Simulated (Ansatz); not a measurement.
**Profile along the Te–Be line in BeTe (zinc blende)**

BeTe (zinc blende), conventional cell a = b = c = 5.664 Å, α = β = γ = 90.00°. The calculation uses the primitive cell of 2 atoms, to which meshes and values per cell refer.

Fields along a shortest Te–Be line of a {110} plane (2.45 Å), from Te to Be, interpolated on the slice's grid (step about 0.2 Å). Calculation: PBE (plane waves to 420 eV, PAW, scalar-relativistic; Ansatz, a quantum-chemistry and plane-wave program). k mesh 10×10×10. Near the nuclei the fields are pseudised (PAW); where an atom keeps semicore shells as valence, they peak there. BeTe was relaxed with its symmetry unable to fall. Spin-orbit coupling is left out, though Te is heavy.

| distance from Te (Å) | valence electron density (e/Å³) | electron localisation function |
|---|---|---|
| 0.00 | 17.56 | x |
| 0.12 | 16.61 | x |
| 0.25 | 13.98 | x |
| 0.37 | 10.39 | x |
| 0.49 | 6.70 | x |
| 0.61 | 3.63 | 0.24 |
| 0.74 | 1.78 | 0.40 |
| 0.86 | 1.00 | 0.51 |
| 0.98 | 0.73 | 0.61 |
| 1.10 | 0.60 | 0.73 |
| 1.23 | 0.50 | 0.83 |
| 1.35 | 0.42 | 0.88 |
| 1.47 | 0.37 | 0.90 |
| 1.59 | 0.33 | 0.88 |
| 1.72 | 0.30 | 0.79 |
| 1.84 | 0.26 | 0.54 |
| 1.96 | 0.22 | x |
| 2.08 | 0.16 | x |
| 2.21 | 0.10 | x |
| 2.33 | 0.06 | x |
| 2.45 | 0.04 | x |

x: too close to a nucleus for the ELF to mean much.

Density on the Te–Be line (2.45 Å) at its midpoint: 0.50 e/Å³. ELF at that point: 0.8. ELF maximum in the middle third of the Te–Be line: 0.90, 1.5 Å from Te.
